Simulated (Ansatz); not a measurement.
Relaxed-ion elastic tensor of Mg$_{3}$TiNO$_{3}$ in space group P4/mmm (No. 123; Pearson symbol tP8) in GPa (Voigt order), plane-wave PAW PBEsol (Ansatz code); density 4.04 g/cm³, 9.39 Å³ per atom.

```
 407  90.5  94.8   0.0   0.0   0.0
90.5   407  94.8   0.0   0.0   0.0
94.8  94.8   313   0.0   0.0   0.0
 0.0   0.0   0.0   150   0.0   0.0
 0.0   0.0   0.0   0.0   150   0.0
 0.0   0.0   0.0   0.0   0.0   146
```

Q: Is the crystal mechanically stable?

A: Yes: the smallest eigenvalue of C is 146 GPa.

Q: Work out the Voigt, Reuss and Hill averages.

A: K_V = 187, K_R = 185, K_H = 186; G_V = 146, G_R = 144, G_H = 145 GPa.

Q: Give Young's modulus, Poisson's ratio, Pugh's ratio and the universal anisotropy index.

A: E = 9KG/(3K + G) = 345 GPa; ν = 0.19; K/G = 1.28 (brittle by the Pugh limit of 1.75); A_U = 5G_V/G_R + K_V/K_R − 6 = 0.06.

Q: Estimate the sound speeds and the Debye temperature.

A: v_l = √((K + 4G/3)/ρ) = 9690 m/s, v_t = √(G/ρ) = 5990 m/s, mean 6600 m/s; Θ = (h/k)(3n/4πV)^(1/3) v_m = 932 K.

Q: Solve the Christoffel equation for the three sound speeds along x, y, z.

A: Eigenvalues of C_ijkl n_j n_l equal ρv². In km/s, slowest first: x 6.01, 6.09, 10.03; y 6.01, 6.09, 10.03; z 6.09, 6.09, 8.80.

Q: How much does each axis shrink under pressure?

A: Linear compressibilities β_i = Σ_j S_ij (j = 1 to 3): x 1.6, y 1.6, z 2.2 per TPa.

The start of the workflow was typed in or built on a structure type; neither database checked (COD, Materials Project) lists it. Whether it is the stable phase at ambient conditions was not checked. The PBEsol relaxation kept the symmetry of its start; whether a distortion lowers the energy is not shown. The workflow began spin-polarised and lost its moments. As this level gives no gap, shear constants depend on the k-mesh and smearing (Fermi–Dirac, 0.1 eV here).

Potentials: the earlier of the program's two PAW sets. The files were generated under PBE; for other functionals the program regenerates the frozen cores, and for LDA and PBEsol the local potential too.
